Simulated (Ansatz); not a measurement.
**One run on RbGdSe2 (R-3m): collinear moments without spin–orbit coupling**

Computed with Ansatz, DFT, LDA, PAW with Ansatz's default frozen-core files, scalar-relativistic.

Command: `ansatz run input.yaml --threads 2 --pin off --max-ram 6144MiB --backend cpu --events-out ev --progress --plain --runs-dir out`

```yaml
crystal:
  lattice:
    - [2.12365, 1.2260898992, 7.8963333333]
    - [-2.12365, 1.2260898992, 7.8963333333]
    - [0.0, -2.4521797983, 7.8963333333]
  atoms:
    - { symbol: Rb, position: [0.0, 0.0, 0.0] }
    - { symbol: Gd, position: [0.5, 0.5, 0.5], spin: 7.0 }
    - { symbol: Se, position: [0.23314, 0.23314, 0.23314] }
    - { symbol: Se, position: [0.76686, 0.76686, 0.76686] }
magnetization:
  spin_polarized: true
kpoints:
  mp_grid: { grid: [6, 6, 6] }
scf:
  occupations: { method: fermi_dirac, width: 0.05 }
hamiltonian:
  xc: lda
  pseudopotentials: { kind: paw }
output:
  forces: true
  stress: true
  eigenvalues: true
  write_density: true
  write_potential: true
  elf: true
  volumetric_format: npy
```

Output:

```
basis.fft_grid_basis auto: the FFT boxes are laid along the combinations [[1, -1, 0], [0, 1, 0], [0, -1, 1]] of the cell's own vectors, 4.247, 8.268 and 4.247 Å long. The dense box has 30×60×30 points. Along the cell's own vectors, as sized, it would have 60×60×60, 4.00 times as many. Of the 12 symmetry operations that the crystal satisfies within crystal.symmetry.tolerance (time reversal apart; o …
Engine: ansatz 0.2.0
Pseudopotentials: kind: paw
Pseudopotential: Rb, paw, valence charge 9, recommended cutoff 420 eV (normal), Rb.paw.azcp
Pseudopotential: Gd, paw, valence charge 18, recommended cutoff 420 eV (normal), Gd.paw.azcp
Pseudopotential: Se, paw, valence charge 16, recommended cutoff 420 eV (normal), Se.paw.azcp
Functional definition: SPW92
  exchange = slater_x
  correlation = pw_c
Crystal: 4 atoms, lattice volume = 123.362 Å³
Basis set: ecut = 420 eV, 2403 PW (Γ), FFT grids on a1−a2, a2, −a2+a3
Bands: 40, of which v1, the nominal top of the filled ones, is band 30 counted from 1 (29 counted from 0)
Symmetry: 12 space group operations
Space group: R-3m (ITA 166), of the structure as read, at distance tolerance 5.0e-5 Å
Magnetic group: BNS 166.97 (UNI 1327), of the structure as read, at distance tolerance 5.0e-5 Å
k-points: 32 of 216
Non-local potential: Rb, projectors of the file, l = 0: 3, l = 1: 2, l = 2: 2
Non-local potential: Gd, projectors of the file, l = 0: 3, l = 1: 2, l = 2: 2, l = 3: 3
Non-local potential: Se, projectors of the file, l = 0: 2, l = 1: 2, l = 2: 3, l = 3: 1
PAW form: soft (Blöchl's): semilocal exchange-correlation on the pseudo side does not see the compensation charge
PAW frozen core: Rb, regenerated for the run's functional, and the local potential with it (the file was generated under x = pbe(κ = 0.804, μ = 0.2195149727645171), c = pbe(β = 0.06672455060314922))
PAW frozen core: Gd, regenerated for the run's functional, and the local potential with it (the file was generated under x = pbe(κ = 0.804, μ = 0.2195149727645171), c = pbe(β = 0.06672455060314922))
PAW frozen core: Se, regenerated for the run's functional, and the local potential with it (the file was generated under x = pbe(κ = 0.804, μ = 0.2195149727645171), c = pbe(β = 0.06672455060314922))
PAW one-centre angular grid: Rb, 110 points (default); XC on 64 Gauss nodes
PAW one-centre angular grid: Gd, 590 points (default); XC on 64 Gauss nodes
PAW one-centre angular grid: Se, 590 points (default); XC on 64 Gauss nodes
Initial density: superposition of atomic densities (chi_scale 0.1, normalization cell, long waves kept (reshape's long-wave potential 0.07 eV rms))
Starting moments: Σ|m| = 7 μB on 1 of 4 sites
Initial wavefunctions: pseudopotential atomic-orbital guess
Functional: x = slater, c = lda
SCF iter   1: F=—  HF=-23073.449746 eV  |F-HF|=—  |Δ(HF+E_count)|=         —  Δρ=3.45e-2 (↑3.45e-2 ↓2.92e-2)  dr2=9.15e0  dr2_m=3.79e-2  M=6.860 μB ∫|m|=6.862 μB  β_m=0.30  ethr=3.10e-3  ⟨swp⟩=6.9  Hψ=9835  notcnv=0
Mixer restart at iter 1: flushing history
preconditioner: auto → Resta (q_TF=auto, 2.413 Å⁻¹)  ε∞=5.7  [insulator: Δε(μ)=0.207 eV  Ē_g=8.339 eV  σ=0.050 eV  W_gap=0.70  n_scr=30 (ndim 8)  ℏωp=18.0 eV  f_vac=0.017  D(μ)=1.64/eV (n_scr^D=2)  ε∞_Penn≈5.7]
spin=Collinear: Resta preconditioning applied to the charge; magnetization (m = ρ↑ − ρ↓) channel mixes plain (no charge-response kernel on spin).
SCF iter   2: F=—  HF=-23071.693208 eV  |F-HF|=—  |Δ(HF+E_count)|=    1.76e0  Δρ=1.79e-2 (↑1.79e-2 ↓1.56e-2)  dr2=1.98e0  dr2_m=4.24e-2  M=6.946 μB ∫|m|=6.948 μB  β_m=0.39  ethr=3.10e-3  ⟨swp⟩=3.2  Hψ=5640  notcnv=0  defer=136
preconditioner: auto → Kerker (q_TF=auto, 2.413 Å⁻¹)  [metal: Δε(μ)=0.075 eV  Ē_g=8.595 eV  σ=0.050 eV  W_gap=0.36  n_scr=30 (ndim 8)  ℏωp=18.0 eV  f_vac=0.025  D(μ)=0.75/eV (n_scr^D=2)]
spin=Collinear: Kerker preconditioning applied to the charge; magnetization (m = ρ↑ − ρ↓) channel mixes plain (no charge-response kernel on spin).
SCF iter   3: F=—  HF=-23071.089975 eV  |F-HF|=—  |Δ(HF+E_count)|=   6.03e-1  Δρ=9.79e-3 (↑9.38e-3 ↓9.79e-3)  dr2=4.02e-1  dr2_m=3.33e-2  M=6.992 μB ∫|m|=6.994 μB  β_m=0.54  ethr=3.10e-3  ⟨swp⟩=3.0  Hψ=3674  notcnv=0  defer=145
SCF iter   4: F=—  HF=-23071.054765 eV  |F-HF|=—  |Δ(HF+E_count)|=   3.52e-2  Δρ=7.66e-3 (↑2.69e-3 ↓7.66e-3)  dr2=1.75e-1  dr2_m=1.49e-2  M=7.000 μB ∫|m|=7.002 μB  β_m=0.77  ethr=6.81e-4  ⟨swp⟩=3.0  Hψ=4485  notcnv=0  defer=145
SCF iter   5: F=—  HF=-23071.170533 eV  |F-HF|=—  |Δ(HF+E_count)|=   1.16e-1  Δρ=2.86e-3 (↑1.41e-3 ↓2.86e-3)  dr2=5.27e-2  dr2_m=2.73e-3  M=7.000 μB ∫|m|=7.022 μB  β_m=0.69  ethr=2.97e-4  ⟨swp⟩=3.1  Hψ=5639  notcnv=0  defer=144
SCF iter   6: F=—  HF=-23071.153890 eV  |F-HF|=—  |Δ(HF+E_count)|=   1.66e-2  Δρ=7.87e-4 (↑6.58e-4 ↓7.87e-4)  dr2=1.17e-2  dr2_m=3.66e-5  M=7.000 μB ∫|m|=7.040 μB  β_m=0.82  ethr=8.93e-5  ⟨swp⟩=2.8  Hψ=5120  notcnv=0  defer=144
SCF iter   7: F=—  HF=-23071.153187 eV  |F-HF|=—  |Δ(HF+E_count)|=   7.04e-4  Δρ=3.56e-4 (↑3.35e-4 ↓3.56e-4)  dr2=3.82e-3  dr2_m=1.93e-5  M=7.000 μB ∫|m|=7.033 μB  β_m=0.91  ethr=1.99e-5  ⟨swp⟩=2.1  Hψ=4134  notcnv=0  defer=140
SCF iter   8: F=—  HF=-23071.152328 eV  |F-HF|=—  |Δ(HF+E_count)|=   8.59e-4  Δρ=1.68e-4 (↑1.68e-4 ↓1.64e-4)  dr2=9.18e-4  dr2_m=3.15e-7  M=7.000 μB ∫|m|=7.029 μB  β_m=0.95  ethr=6.47e-6  ⟨swp⟩=1.7  Hψ=2634  notcnv=0  defer=140
SCF iter   9: F=—  HF=-23071.152079 eV  |F-HF|=—  |Δ(HF+E_count)|=   2.49e-4  Δρ=8.82e-5 (↑6.38e-5 ↓8.82e-5)  dr2=6.26e-5  dr2_m=1.69e-6  M=7.000 μB ∫|m|=7.030 μB  β_m=0.98  ethr=1.56e-6  ⟨swp⟩=2.2  Hψ=3040  notcnv=0  defer=142
SCF iter  10: F=—  HF=-23071.152074 eV  |F-HF|=—  |Δ(HF+E_count)|=   4.83e-6  Δρ=3.59e-5 (↑1.97e-5 ↓3.59e-5)  dr2=6.74e-6  dr2_m=2.28e-7  M=7.000 μB ∫|m|=7.030 μB  β_m=0.99  ethr=1.06e-7  ⟨swp⟩=2.3  Hψ=4144  notcnv=0  defer=142
SCF iter  11: F=—  HF=-23071.152075 eV  |F-HF|=—  |Δ(HF+E_count)|=   3.61e-7  Δρ=1.59e-5 (↑1.59e-5 ↓1.23e-5)  dr2=1.91e-6  dr2_m=1.10e-8  M=7.000 μB ∫|m|=7.030 μB  β_m=0.99  ethr=1.14e-8  ⟨swp⟩=2.0  Hψ=4448  notcnv=0  defer=142
SCF iter  12: F=—  HF=-23071.152075 eV  |F-HF|=—  |Δ(HF+E_count)|=   6.09e-8  Δρ=8.40e-6 (↑8.40e-6 ↓5.66e-6)  dr2=3.57e-7  dr2_m=4.22e-9  M=7.000 μB ∫|m|=7.030 μB  β_m=0.87  ethr=3.23e-9  ⟨swp⟩=2.1  Hψ=3798  notcnv=0  defer=142
SCF iter  13: F=-23071.152075 eV  HF=-23071.152075 eV  |F-HF|=1.24e-8  |Δ(HF+E_count)|=   4.27e-8  Δρ=2.84e-6 (↑2.10e-6 ↓2.84e-6)  dr2=4.95e-8  dr2_m=4.39e-10  M=7.000 μB ∫|m|=7.030 μB  ethr=1.69e-10  ⟨swp⟩=14.7  Hψ=20498  notcnv=0
SCF 1 converged in 13 iterations: F = -23071.152075 eV  dr2 = 4.95e-8
  greatest PAW one-centre occupation: 1.000 electrons in one spin orbital (limit 2), on the Se atom at site 3 (counted from 0), in its partial waves of l = 2
SCF converged after 13 iterations
Magnetization: 7.0000 μB (33.0000 up, 26.0000 down)
Absolute magnetization: 7.0294 μB (∫|ρ↑−ρ↓|, with the PAW one-centre terms)
Spin contamination: 0.0105 ħ² per cell (⟨S²⟩ above its minimum at these occupations)
Per-site moments (μB) at R_I (Å): [(0.00031499990687127, 1.407743051975144), (6.89667989164545, 1.202126086590876), (-0.0015520367210584698, 1.2021260865908765), (-0.0015520367210576928, 1.202126086590876)]
Free energy (F): -23071.152075 eV
Harris-Foulkes:  -23071.152075 eV  (|F-HF|=1.24e-8)
Internal energy: -23071.152072 eV  (E = F + TS)
E sigma→0 (E₀):  -23071.152073 eV
Entropy (-TS):   -0.000003 eV (-0.001 meV/atom)
Fermi energy:    7.513238 eV
--- Per-component energies (eV) ---
  E_band       = -923.471682
  E_kinetic    = 834.887147
  E_local      = -9024.308315  (includes V_loc(G=0)·N_el)
  E_nonlocal   = -704.134342
  E_hartree    = 4139.751603
  E_xc         = -568.870192
  E_vxc        = -587.550532  (∫ρ·V_xc dr)
  E_paw        = -12423.907337  (= ΣΔE_a)
  E_vpaw       = 278.120388  (= ΣTr[D̂ρ^β])
  E_aug_tail   = -0.001212  (compensation charges beyond the density's cutoff)
  E_ewald      = -5330.554442
  E_core_change = 5.985017  (= ΣΔE_core)
  E_smearing   = -0.000003  (= −TS)
  E_closure    = -0.000000  (closes the sum)
  Σ components = -23071.152075   (vs F -23071.152075, Δ=0.00e0)
--- Forces (eV/Å), atoms counted from 1 ---
  atom   1  Rb    -0.00000000     0.00000000     0.00000000
  atom   2  Gd    -0.00000000     0.00000000    -0.00000000
  atom   3  Se     0.00000000    -0.00000000    -0.24744440
  atom   4  Se    -0.00000000     0.00000000     0.24744440
  max |Σ_I F_I| component: 2.78e-17 eV/Å
--- Stress (GPa, compression-positive) ---
       -2.636739       0.000000      -0.000000
        0.000000      -2.636739      -0.000000
       -0.000000      -0.000000      -2.772206
  P = ⅓ Tr σ = -2.6819 GPa (-26.819 kbar)
--- Band table (eV; the first three rows and the last of 64) ---
  k-point 0 ↑: bands = ["-39.1791", "-39.1791", "-39.1791", "-39.1791", "-39.1758", "-39.1758", "-39.1732", "-39.1732", "-39.1731", "-39.1731", "-37.2032", "-19.1083", "-14.6981", "-14.5786", "-14.5786", "-4.8472", "-4.5430", "-3.1030", "-3.1030", "-2.8275", "3.2641", "3.2641", "3.2853", "3.2898", "3.3126", "3.3126", "3.3518", "3.8872", "5.2631", "5.2631", "6.7422", "7.0431", "7.0431", "9.5224", " …
  k-point 1 ↑: bands = ["-39.1793", "-39.1791", "-39.1791", "-39.1791", "-39.1758", "-39.1757", "-39.1732", "-39.1732", "-39.1731", "-39.1731", "-37.2017", "-19.1008", "-14.6879", "-14.6188", "-14.5866", "-4.7368", "-4.5027", "-3.1756", "-3.1280", "-2.9024", "3.2634", "3.2737", "3.2888", "3.2929", "3.3010", "3.3113", "3.3371", "4.1964", "5.0481", "5.3641", "5.9388", "6.6971", "6.7156", "9.4956", " …
  k-point 2 ↑: bands = ["-39.1798", "-39.1792", "-39.1791", "-39.1790", "-39.1757", "-39.1757", "-39.1732", "-39.1731", "-39.1731", "-39.1730", "-37.1986", "-19.0858", "-14.6995", "-14.6652", "-14.6026", "-4.5866", "-4.3656", "-3.2871", "-3.1774", "-3.0396", "3.2705", "3.2848", "3.2868", "3.2975", "3.3090", "3.3209", "3.3249", "4.3338", "4.7718", "5.2601", "5.4898", "6.2864", "6.2950", "9.1364", " …
  k-point 31 ↓: bands = ["-39.1800", "-39.1800", "-39.1800", "-39.1800", "-39.1764", "-39.1764", "-39.1744", "-39.1744", "-39.1743", "-39.1743", "-34.3073", "-19.1084", "-12.5968", "-12.4278", "-12.4278", "-5.0069", "-4.1628", "-3.1025", "-3.1025", "-2.9642", "4.4684", "5.4817", "5.4817", "5.5586", "6.5806", "6.5806", "8.1889", "8.2663", "8.2663", "8.3425", "8.4396", "8.6099", "8.6099", "10.3358", …
```

Site moments (μB): Rb1 0.00, Gd2 6.90, Se3 0.00, Se4 0.00. Cell moment 7.00 μB.

The magnetic group in the log treats spin as a scalar label, without spin–orbit coupling.

The PAW files were made with PBE; the program remakes their cores once for the run's functional and then keeps them frozen. Without U a semilocal functional puts the f levels too near the Fermi level, which can change moments and the order of magnetic states; site and cell moments are spin moments. With open f shells a run can end in a state that isn't the lowest. The magnetic state is the one that this cell and start allow. It needn't be the compound's measured order, which may need a larger cell or be absent.

It took 19 s on 2 threads of Arm Neoverse V1, with other jobs on the host, peak memory 0.56 GiB.
